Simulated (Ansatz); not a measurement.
CdO (rock salt, space group No. 225) under volume change, the program Ansatz at the PBEsol level (PAW), scaled uniformly.

```csv
V (Å³/atom),E − E(relaxed) (meV/atom),P (GPa)
11.736,…,…
12.123,23.7,10.42
12.510,5.6,4.76
12.897,0.0,0.00
13.284,5.0,-3.99
13.671,…,…
14.057,40.0,-10.17
```

**Question.** Complete the blanks.

**Answer.** 
- 13.671, E − E(relaxed) (meV/atom): 18.8
- 13.671, P (GPa): -7.35
- 11.736, E − E(relaxed) (meV/atom): 56.8
- 11.736, P (GPa): 17.16

**Question.** What does a third-order Birch–Murnaghan fit give for V₀, B₀ and B′?

**Answer.** V₀ = 12.90 Å³/atom, B₀ = 145 GPa, B′ = 4.8.

Space group Fm-3m (rock salt). Symmetry was held in the PBEsol relaxation; of distortions, only those at the zone centre were tested.

Potentials: the later of the program's two PAW sets.
